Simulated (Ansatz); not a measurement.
Relaxed-ion elastic tensor of Ge2Sb2Te5 in space group P-3m1 (No. 164; Pearson symbol hP9) in GPa (Voigt order), DFT-LDA in the program Ansatz with PAW potentials; density 6.71 g/cm³, 28.23 Å³ per atom.

```
 96.0   21.1   32.6   20.8    0.0    0.0
 21.1   96.0   32.6  -20.8    0.0    0.0
 32.6   32.6   67.3    0.0    0.0    0.0
 20.8  -20.8    0.0   46.3    0.0    0.0
  0.0    0.0    0.0    0.0   46.3   20.8
  0.0    0.0    0.0    0.0   20.8   37.4
```

**Question.** Is the crystal mechanically stable?

**Answer.** Yes: the smallest eigenvalue of C is 20.6 GPa.

**Question.** Work out the Voigt, Reuss and Hill averages.

**Answer.** K_V = 48.0, K_R = 47.5, K_H = 47.7; G_V = 37.5, G_R = 27.9, G_H = 32.7 GPa.

**Question.** Give Young's modulus, Poisson's ratio, Pugh's ratio and the universal anisotropy index.

**Answer.** E = 9KG/(3K + G) = 79.9 GPa; ν = 0.22; K/G = 1.46 (brittle by the Pugh limit of 1.75); A_U = 5G_V/G_R + K_V/K_R − 6 = 1.73.

**Question.** Estimate the sound speeds and the Debye temperature.

**Answer.** v_l = √((K + 4G/3)/ρ) = 3690 m/s, v_t = √(G/ρ) = 2210 m/s, mean 2440 m/s; Θ = (h/k)(3n/4πV)^(1/3) v_m = 239 K.

**Question.** Solve the Christoffel equation for the three sound speeds along x, y, z.

**Answer.** Eigenvalues of C_ijkl n_j n_l equal ρv². In km/s, slowest first: x 1.75, 3.07, 3.78; y 2.36, 2.40, 3.93; z 2.63, 2.63, 3.17.

**Question.** How much does each axis shrink under pressure?

**Answer.** Linear compressibilities β_i = Σ_j S_ij (j = 1 to 3): x 6.0, y 6.0, z 9.0 per TPa.

The LDA relaxation kept the symmetry of its start; of distortions, only those at the zone centre were tested. A crystal of weakly bound layers computed without a dispersion correction: the cell and the soft elastic constants depend strongly on that. As this level gives no gap, shear constants depend on the k-mesh and smearing (Fermi–Dirac, 0.1 eV here). Spin–orbit coupling is left out wherever it is not named.

Potentials: the earlier of the program's two PAW sets.
